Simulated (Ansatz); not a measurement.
Structure relaxation, Hf

The start is a relaxed Hf cell, doubled along one cell vector, shaken by Gaussian noise of σ = 0.08 Å a coordinate. Cell shape, volume and atoms are optimised at zero target pressure with PBE (plane waves to 420 eV, PAW, scalar-relativistic; Ansatz, a quantum-chemistry and plane-wave program). First-step values are on the input's coarse k-mesh.

Ansatz input (later rounds restart from its end on a renewed k-mesh):
Ansatz 0.2 input:
```yaml
crystal:
  lattice:
    - [3.19703765, 1.8458105478, 15.3187551304]
    - [-1.598518825, 0.9229052739, 7.6593775652]
    - [0, -1.8458105478, 7.6593775652]
  atoms:
    - { symbol: Hf, position: [0.0094221642, -0.0582700653, 0.0411224589] }
    - { symbol: Hf, position: [0.5012505016, 0.0580586041, -0.0612193199] }
    - { symbol: Hf, position: [0.104331045, 0.2257074309, 0.2329286359] }
    - { symbol: Hf, position: [0.6264795526, 0.2242400609, 0.1876870117] }
    - { symbol: Hf, position: [0.3942165946, 0.7670332257, 0.7831351567] }
    - { symbol: Hf, position: [0.866073056, 0.7845895739, 0.8085846194] }
basis: { ecutwfc: 420, ecutrho_ratio: 4, xc_grid: 2, fft_grid_basis: typed }
kpoints: { mp_grid: { grid: [6, 12, 12] } }
hamiltonian:
  xc: pbe
  dispersion: none
  pseudopotentials: { azcp: { folder: ./paw }, kind: paw }
scf: { occupations: { method: fermi_dirac, width: 0.05 } }
relax: { f_tol: 0.01, max_steps: 100, cell: { stress_tol: 0.02 } }
output: { forces: true, stress: true }
```

Q: What is the largest force in the starting geometry, and on which atom (counted from 1)?

A: 0.77 eV/Å, on Hf1 (atoms numbered as listed).

Q: Does it find its way back to the structure it was made from?

A: It returns to the parent structure, R-3m (No. 166).

Q: How do the shortest distances between atoms change?

A: The closest pairs of elements (up to four, under 3.6 Å), start → end: Hf–Hf 3.00 → 3.14 Å.

Relaxed structure:

Space group R-3m, hexagonal axes (No. 166); a = b = 3.1970 Å, c = 22.9781 Å, α = β = 90.00°, γ = 120.00°

```tsv
atom	site	symmetry	x	y	z
Hf	3b	-3m	0.0000	0.0000	0.5000
Hf	6c	3m	0.0000	0.0000	0.2774
```
(The calculation used a cell of 3 atoms; values per cell refer to that cell.)

Final values are on a 17×17×17 k-mesh of the relaxed cell. No spin polarisation in the result.

The relaxed structure here is a generated cell of Hf: the first start was made by placing the elements on the sites of a structure type, and the end was not matched to a known phase here, so it may be hypothetical. Known forms of Hf include space group No. 194.
